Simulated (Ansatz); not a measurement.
TiAu, one cell by several methods

```
Ti Au
1.0
     3.25400    0.00000    0.00000
     0.00000    3.25400    0.00000
     0.00000    0.00000    3.25400
Ti Au
1 1
Direct
  0.50000 0.50000 0.50000
  0.00000 0.00000 0.00000
```

Atoms are numbered in the order listed.

The cell comes from COD entry 1510312, which wasn't checked; take it as a given geometry.

Spin polarisation is left out, and whether a magnetic state lies lower isn't shown here.

Spin–orbit coupling is left out, though it moves levels of the heavy atoms by tenths of an eV or more.

Methods: DFT, PBEsol, PAW with Ansatz's default frozen-core files, scalar-relativistic (Ansatz 0.2.0); DFT, PBEsol, all-electron PAW with datasets made for the crystal, scalar-relativistic (Ansatz 0.2.0); DFT, PBEsol, all-electron LAPW, scalar-relativistic (Ansatz 0.2.0).

For PAW: a Γ-centred 10×10×10 k mesh, Fermi–Dirac smearing of 0.08 eV, cutoff 420 eV, no spin polarisation; the PAW files were made with PBE, and the program remakes their frozen cores for this functional. The crystal-made all-electron datasets (AE datasets) take a cutoff of 260 eV at this cell. LAPW targets a basis error of 1 meV/atom. The Ansatz runs share mesh, smearing and spin set-up. Plane-wave (PAW) pressures include the program's estimate of the Pulay term.

Stress and pressure are positive in compression.

Levels count from the Fermi level.

```json
{"quantity": "pressure (GPa)", "PAW": "-4.77", "AE datasets": "-4.79", "LAPW": "-4.79"}
{"quantity": "highest filled level at M (eV)", "PAW": "-0.330", "AE datasets": "-0.331", "LAPW": "-0.331"}
{"quantity": "lowest empty level at M (eV)", "PAW": "0.714", "AE datasets": "0.715", "LAPW": "0.715"}
{"quantity": "highest filled level at Γ (eV)", "PAW": "-4.330", "AE datasets": "-4.328", "LAPW": "-4.328"}
{"quantity": "lowest empty level at Γ (eV)", "PAW": "0.287", "AE datasets": "0.288", "LAPW": "0.288"}
```
